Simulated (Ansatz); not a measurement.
Data:

NbAl$_{3}$ in space group I4/mmm (No. 139; Al on 2b, Al on 4d, Nb on 2a), a = b = 3.7929 Å, c = 8.5095 Å, α = β = γ = 90.00°; the cell used has 4 atoms.

This is the LDA-relaxed structure.

Question: All from LDA (plane waves, PAW; program Ansatz), unless another level is named. Predict the formation energy from the elements (no fitted shifts).

Answer: -0.44 eV/atom.

Question: What about the density of states at the Fermi level?

Answer: 0.13 states/eV per atom (mean over ±0.08 eV).

The first step of the workflow began from a Materials Project structure, measured or hypothetical; the Crystallography Open Database copy checked does not list it. With Al and Nb taken as one species the cell has the higher symmetry I4/mmm, so it may be an ordered model of a mixed-site phase. Whether it is the stable phase at ambient conditions was not checked. Symmetry was held in the LDA relaxation; of distortions, only those at the zone centre were tested. The run is not spin-polarised. Axis ratios of metals converge slowly with the k-mesh, so a and c are less sure than the volume. The references are the lowest solids computed at this level, not always the standard phases. Scalar-relativistic: spin–orbit coupling is off unless named, which matters more the heavier the elements.

Potentials: the later of the program's two PAW sets.
